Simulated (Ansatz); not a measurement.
Relaxation of a generated cell, Ge placed in the trigonal-Te structure type; 3 atoms in the cell, which starts as P3₁21 (No. 152), hP3; a = 3.773 Å, b = 3.773 Å, c = 5.013 Å, α = 90.00°, β = 90.00°, γ = 120.00°. Computed with PBEsol (plane waves to 420 eV, PAW, scalar-relativistic; Ansatz, a first-principles code). Γ-centred k-mesh 7×7×5 on the run's cell (coarser than for final values), Fermi–Dirac smearing 0.05 eV. This is the first round of the run. 

The optimiser's lines from the output (shortened; P is positive under compression):

```
relax step   1: F+E_penalty+E_count = -12759.30755167 eV  Δ(F+E_penalty+E_count) = +0.000e0 eV  max|allowed force component| = 1.708e0 eV/Å  Δτ_max = 0.0000 Å  P = +0.541 GPa  Ω = 61.804 Å³  (8 SCF iters, dr2 threshold 1.00e-7 eV, accepted)
relax step   2: F+E_penalty+E_count = -12759.77764440 eV  Δ(F+E_penalty+E_count) = -4.701e-1 eV  max|allowed force component| = 6.598e-1 eV/Å  Δτ_max = 0.1670 Å  P = +6.115 GPa  Ω = 53.811 Å³  (7 SCF iters, dr2 threshold 3.00e-7 eV, accepted)
relax step   3: F+E_penalty+E_count = -12759.92559022 eV  Δ(F+E_penalty+E_count) = -1.479e-1 eV  max|allowed force component| = 1.018e-1 eV/Å  Δτ_max = 0.0726 Å  P = -0.500 GPa  Ω = 57.601 Å³  (7 SCF iters, dr2 threshold 3.00e-7 eV, accepted)
relax step   4: F+E_penalty+E_count = -12759.92885060 eV  Δ(F+E_penalty+E_count) = -3.260e-3 eV  max|allowed force component| = 1.611e-2 eV/Å  Δτ_max = 0.0197 Å  P = +0.510 GPa  Ω = 56.833 Å³  (5 SCF iters, dr2 threshold 3.00e-7 eV, accepted)
relax step   5: F+E_penalty+E_count = -12759.92986089 eV  Δ(F+E_penalty+E_count) = -1.010e-3 eV  max|allowed force component| = 1.029e-3 eV/Å  Δτ_max = 0.0035 Å  P = -0.076 GPa  Ω = 57.243 Å³  (4 SCF iters, dr2 threshold 3.00e-7 eV, accepted)
relax step   6: F+E_penalty+E_count = -12759.93002233 eV  Δ(F+E_penalty+E_count) = -1.614e-4 eV  max|allowed force component| = 4.444e-6 eV/Å  Δτ_max = 0.0002 Å  P = -0.028 GPa  Ω = 57.191 Å³  (4 SCF iters, dr2 threshold 3.55e-8 eV, accepted)
relax step   7: F+E_penalty+E_count = -12759.93003424 eV  Δ(F+E_penalty+E_count) = -1.191e-5 eV  max|allowed force component| = 3.448e-5 eV/Å  Δτ_max = 0.0000 Å  P = +0.000 GPa  Ω = 57.164 Å³  (4 SCF iters, dr2 threshold 3.96e-9 eV, accepted)
relax step   8: F+E_penalty+E_count = -12759.92933126 eV  Δ(F+E_penalty+E_count) = +7.030e-4 eV  max|allowed force component| = 3.501e-5 eV/Å  Δτ_max = 0.0000 Å  P = -0.005 GPa  Ω = 57.164 Å³  stress off target by 2.59e-2 GPa  SCF on the basis re-selected at this cell (its energy is not comparable with the rows above)  (6 SCF iters)
relax step   9: F+E_penalty+E_count = -12759.92933584 eV  Δ(F+E_penalty+E_count) = -4.573e-6 eV  max|allowed force component| = 9.377e-7 eV/Å  Δτ_max = 0.0000 Å  P = +0.005 GPa  Ω = 57.161 Å³  (3 SCF iters, dr2 threshold 1.67e-9 eV, accepted)
relax step  10: F+E_penalty+E_count = -12759.92932977 eV  Δ(F+E_penalty+E_count) = +6.065e-6 eV  max|allowed force component| = 1.000e-6 eV/Å  Δτ_max = 0.0000 Å  P = +0.005 GPa  Ω = 57.161 Å³  stress off target by 8.59e-3 GPa  SCF on the basis re-selected at this cell (its energy is not comparable with the rows above)  (5 SCF iters)
```

From the first to the last row the energy changes by -0.21 eV/atom and the volume by -7.5 %. The last row is marked as not comparable with the walk above it, whose basis was carried along; it does compare with step 1, since both stand on a basis selected at the nominal cutoff for their own cell.

Later rounds, restarted from the end of this one on a renewed k-mesh, logged 5 more steps and released under 0.01 eV/atom more. The final structure after all rounds: Pm-3m (No. 221), cP1, AFLOW prototype A_cP1_221_a (A_h); a = b = c = 2.668 Å, α = β = γ = 90.00°. Between re-selections the logged energies stand on a plane-wave basis carried along with the cell. No spin polarisation in the result.

The run could not lose the symmetry of its start, so the end can be a saddle point.

The relaxed structure here is a generated cell of Ge: the first start was made by placing the elements on the sites of a structure type, and the end was not matched to a known phase here, so it may be hypothetical. Known forms of Ge include space group No. 227.
